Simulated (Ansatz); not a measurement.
Ca (body-centred tetragonal, space group No. 139) under volume change, PBEsol (plane waves, PAW; program Ansatz), shape and atoms relaxed at each volume.

| V (Å³/atom) | E − E(relaxed) (meV/atom) | P (GPa) |
|---|---|---|
| 36.751 | 19.6 | 1.79 |
| 37.963 | 8.6 | 1.16 |
| 39.174 | ? | ? |
| 40.386 | 0.0 | 0.01 |
| 41.597 | 1.8 | -0.48 |
| 42.809 | ? | ? |
| 44.020 | 15.4 | -1.30 |

Q: What belongs in the gaps?

A: 
- 39.174, E − E(relaxed) (meV/atom): 2.2
- 39.174, P (GPa): 0.57
- 42.809, E − E(relaxed) (meV/atom): 7.1
- 42.809, P (GPa): -0.91

Q: What does a third-order Birch–Murnaghan fit give for V₀, B₀ and B′?

A: V₀ = 40.44 Å³/atom, B₀ = 17.0 GPa, B′ = 2.2.

Space group I4/mmm (body-centred tetragonal). The first step of the workflow began from a Materials Project structure, measured or hypothetical; the Crystallography Open Database copy checked does not list it. It is not the phase usual at ambient conditions (space group No. 225). Symmetry was held in the PBEsol relaxation. At this level the phase is mechanically unstable.

Potentials: the earlier of the program's two PAW sets.
